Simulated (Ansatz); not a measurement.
Values for one crystal, relaxed and computed with DFT-LDA in the program Ansatz with PAW potentials; other levels are named.

| Property | Result |
|---|---|
| Volume per atom | 17.25 Å³ |
| Band gap | 5.35 eV (smallest direct gap 5.35 eV) |
| Formation energy from the elements (no fitted shifts) | -2.90 eV/atom |
| Conduction-band minimum | at Γ |
| Dynamical stability on the path | unstable, down to 78i cm⁻¹ |
| Mechanical stability | unstable (C has a negative eigenvalue) |
| Pressure derivative B′ | 2.8 |

Problem. Which of these materials gives this?
(A) SiO2, I4/mmm (Si on 8h, O on 8f, O on 8i)
(B) BaHfO3, cubic perovskite
(C) BaTiO3, Amm2 (Ba on 2a, Ti on 2b, O on 4e, O on 2a)
(D) ZrO2, P4_2/nmc (Zr on 2a, O on 4d)

Solution. A, SiO2, I4/mmm (Si on 8h, O on 8f, O on 8i)

The first step of the workflow began from a Materials Project structure, measured or hypothetical; the Crystallography Open Database copy checked does not list it. It is not the phase usual at ambient conditions (space group No. 92, 152, 154). Symmetry was held in the LDA relaxation. The references are the lowest solids computed at this level, not always the standard phases (solids in place of the gases).

Potentials: the later of the program's two PAW sets.
